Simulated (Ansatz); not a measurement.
Input file for Ansatz (a quantum-chemistry and plane-wave program):

Ansatz 0.2 input:
```yaml
crystal:
  lattice:
    - [4.1297076188, 0.0, 0.0]
    - [0.0, 4.1297076188, 0.0]
    - [0.0, 0.0, 4.1297076188]
  atoms:
    - { symbol: La, position: [0.0, 0.0, 0.0] }
    - { symbol: B, position: [0.800354984, 0.5, 0.5] }
    - { symbol: B, position: [0.199645016, 0.5, 0.5] }
    - { symbol: B, position: [0.5, 0.800354984, 0.5] }
    - { symbol: B, position: [0.5, 0.199645016, 0.5] }
    - { symbol: B, position: [0.5, 0.5, 0.800354984] }
    - { symbol: B, position: [0.5, 0.5, 0.199645016] }
kpoints:
  mp_grid: { grid: [10, 10, 10] }
hamiltonian:
  xc: pbesol
  pseudopotentials: { azcp: { folder: ./paw }, kind: paw }
scf:
  occupations: { method: fermi_dirac, width: 0.1 }
phonons:
  method: dfpt
  response_accuracy: low
  eigenvectors: true
  rigid_motions: translations
```

Output (shortened):

```
zone centre: on kpoints.mp_grid the ground state, and the responses unless they are solved on pairs of k-points, stand on 216 of the mesh's 1000 k-points, …
Pseudopotentials: kind: paw
Pseudopotential: La, paw, valence charge 11
Pseudopotential: B, paw, valence charge 3
Functional definition: PBEsol
Crystal: 7 atoms, lattice volume = 70.430 Å³
Basis set: ecut = 420 eV, 1357 PW (Γ), exchange–correlation on 60×60×60 points (8 copies of the dense FFT grid, shifted against one another)
Bands: 22, of which v1, the nominal top of the filled ones, is band 15 counted from 1 (14 counted from 0)
Symmetry: 48 space group operations
k-points: 216 of 1000 (irreducible under 4 space group operations, time reversal used)
PAW frozen core: La, regenerated for the run's functional, and the local potential with it
PAW frozen core: B, regenerated for the run's functional, and the local potential with it
Initial density: superposition of atomic densities (chi_scale 0.1, normalization cell, long waves kept (reshape's long-wave potential 0.00 eV rms))
Initial wavefunctions: pseudopotential atomic-orbital guess
Eigensolver: davidson
Functional: x = pbesol(κ = 0.804, μ = 0.12345679012345678), c = pbesol(β = 0.046)
SCF iter   1: F=—  HF=-7083.648868 eV  |F-HF|=—  |Δ(HF+E_count)|=         —  Δρ=7.12e-2  dr2=7.08e0  ethr=3.10e-3  ⟨swp⟩=5.3  Hψ=23727  notcnv=0
all-band conjugate gradients solve this SCF's bands
preconditioner: auto → Kerker (q_TF=auto, 2.353 Å⁻¹)
SCF iter   2: F=—  HF=-7082.236335 eV  |F-HF|=—  |Δ(HF+E_count)|=    1.41e0  Δρ=4.04e-2  dr2=2.50e0  ethr=3.10e-3  ⟨swp⟩=3.2  Hψ=10914  notcnv=0  defer=107
SCF iter   3: F=—  HF=-7081.449530 eV  |F-HF|=—  |Δ(HF+E_count)|=   7.87e-1  Δρ=5.97e-3  dr2=2.02e-2  ethr=3.10e-3  ⟨swp⟩=4.2  Hψ=11604  notcnv=0  defer=61
SCF iter   4: F=—  HF=-7081.450923 eV  |F-HF|=—  |Δ(HF+E_count)|=   1.39e-3  Δρ=2.84e-3  dr2=1.17e-2  ethr=6.95e-5  ⟨swp⟩=2.8  Hψ=11631  notcnv=0  defer=3
SCF iter   5: F=—  HF=-7081.448135 eV  |F-HF|=—  |Δ(HF+E_count)|=   2.79e-3  Δρ=1.01e-3  dr2=1.30e-3  ethr=4.03e-5  ⟨swp⟩=2.7  Hψ=8422  notcnv=0
SCF iter   6: F=—  HF=-7081.447912 eV  |F-HF|=—  |Δ(HF+E_count)|=   2.23e-4  Δρ=1.08e-4  dr2=8.32e-6  ethr=4.48e-6  ⟨swp⟩=2.9  Hψ=9404  notcnv=0
SCF iter   7: F=—  HF=-7081.447915 eV  |F-HF|=—  |Δ(HF+E_count)|=   3.27e-6  Δρ=2.35e-5  dr2=6.42e-7  ethr=2.87e-8  ⟨swp⟩=2.3  Hψ=7866  notcnv=0
SCF iter   8: F=—  HF=-7081.447915 eV  |F-HF|=—  |Δ(HF+E_count)|=   2.14e-9  Δρ=3.58e-6  dr2=1.84e-8  ethr=2.21e-9  ⟨swp⟩=2.7  Hψ=7697  notcnv=0
SCF iter  10: F=-7081.447915 eV  HF=-7081.447915 eV  |F-HF|=3.64e-12  |Δ(HF+E_count)|=  1.60e-10  Δρ=7.46e-8  dr2=4.16e-12  ethr=1.00e-12  ⟨swp⟩=6.0  Hψ=30259  notcnv=0
SCF 1 converged in 10 iterations: F = -7081.447915 eV  dr2 = 4.16e-12
DFPT response loops at Γ: preconditioner auto → Kerker (q_TF=auto, 2.353 Å⁻¹) (partly filled bands, converged f_vac=0.000) …
SCF converged after 10 iterations
Free energy (F): -7081.447915 eV
Harris-Foulkes:  -7081.447915 eV  (|F-HF|=3.64e-12)
Internal energy: -7081.417974 eV  (E = F + TS)
E sigma→0 (E₀):  -7081.432945 eV
Entropy (-TS):   -0.029941 eV (-4.277 meV/atom)
Fermi energy:    12.167633 eV
--- Per-component energies (eV) ---
  E_band       = 51.093344
  E_kinetic    = 490.665170
  E_local      = -344.406847  (includes V_loc(G=0)·N_el)
  E_nonlocal   = 137.826839
  E_hartree    = 119.605219
  E_xc         = -340.911127
  E_vxc        = -380.132006  (∫ρ·V_xc dr)
  E_paw        = -5780.798332  (= ΣΔE_a)
  E_vpaw       = -92.070248  (= ΣTr[D̂ρ^β])
  E_aug_tail   = 0.000038  (compensation charges beyond the density's cutoff)
  E_ewald      = -1363.656235
  E_core_change = 0.257302  (= ΣΔE_core)
  E_smearing   = -0.029941  (= −TS)
  E_closure    =  0.000000  (closes the sum)
  Σ components = -7081.447915   (vs F -7081.447915, Δ=0.00e0)
  [band-id]    e_kinetic+e_local+e_nonlocal+2·e_hartree+e_vxc+e_vpaw+e_augmentation_tail = 51.093384   (vs E_band 51.093344, Δ=3.96e-5)
--- Band table (eV; the first three rows and the last of 216) ---
  k-point 0: bands = ["-20.7190", "-4.4533", "-4.4533", "-4.4533", "-3.4014", "4.2230", "4.6792", "4.6792", "4.6792", "5.2515", "5.2515", "10.3427", "10.3427", "10.3427", "12.4078", "12.4078", "12.4078", "13.7394", "13.7394", "14.0776", "14.2671", "14.2671"]
  k-point 1: bands = ["-20.7164", "-4.5843", "-4.4448", "-4.4448", "-3.2672", "3.6484", "4.6711", "4.6711", "4.7420", "5.2934", "5.9144", "10.0444", "10.0444", "10.3757", "11.9088", "12.7467", "12.7467", "13.7680", "14.0071", "14.0900", "14.2790", "14.2790"]
  k-point 2: bands = ["-20.7095", "-4.8462", "-4.4222", "-4.4222", "-2.9889", "2.8525", "4.6471", "4.6471", "4.9309", "5.4108", "6.9352", "9.5232", "9.5232", "10.4661", "11.0867", "13.3049", "13.3049", "13.8029", "14.1312", "14.2305", "14.3148", "14.3148"]
  k-point 215: bands = ["-20.6403", "-4.7590", "-4.7590", "-4.7590", "-2.5589", "2.1605", "2.1605", "2.1605", "7.5073", "7.5073", "7.5073", "9.8343", "9.8343", "9.8343", "13.6958", "13.9997", "13.9997", "13.9997", "14.0173", "14.0173", "14.0173", "16.6839"]
  band table: 22 of 22 bands, residual norms ≤ 1.0e-3 eV
--- Phonons (Γ-DFPT): 3 representative perturbations + reference, on 216 of 1000 k-points (Σ response iterations 8) ---
  k mesh reduced under 4 symmetry operations, with k and −k counted as one. Each operation leaves every solved displacement unchanged or reverses it
  ASR residual: 2.728e-5 → 0.000e0 eV/Å²; symmetrization residual: 8.558e-7 eV/Å²
  ASR residual per site (eV/Å²): 1.32e-5 2.73e-5 2.73e-5 2.73e-5 2.73e-5 2.73e-5 2.73e-5
  Γ frequencies (cm⁻¹): 0.00 0.00 0.00 186.07 186.07 186.07 519.23 519.23 519.23 563.10 563.10 563.10 703.82 703.82 703.82 857.87 857.87 857.87 1135.90 1135.90 1286.86
  non-analytic LO–TO correction: not included (Born effective charges unavailable; polar crystals: no LO–TO splitting at Γ)
```

Cost: very roughly 90 core-seconds on shared cores.

Space group Pm-3m. The cell was relaxed with PBEsol under the symmetry of its start; of distortions, only those at the zone centre were tested. As this level gives no gap, phonon frequencies hold no LO–TO term and depend on the k-mesh and smearing (Fermi–Dirac, 0.1 eV here). Scalar-relativistic: spin–orbit coupling is off unless named, which matters more the heavier the elements.

Potentials: the earlier of the program's two PAW sets.

Ansatz is a plane-wave DFT program.
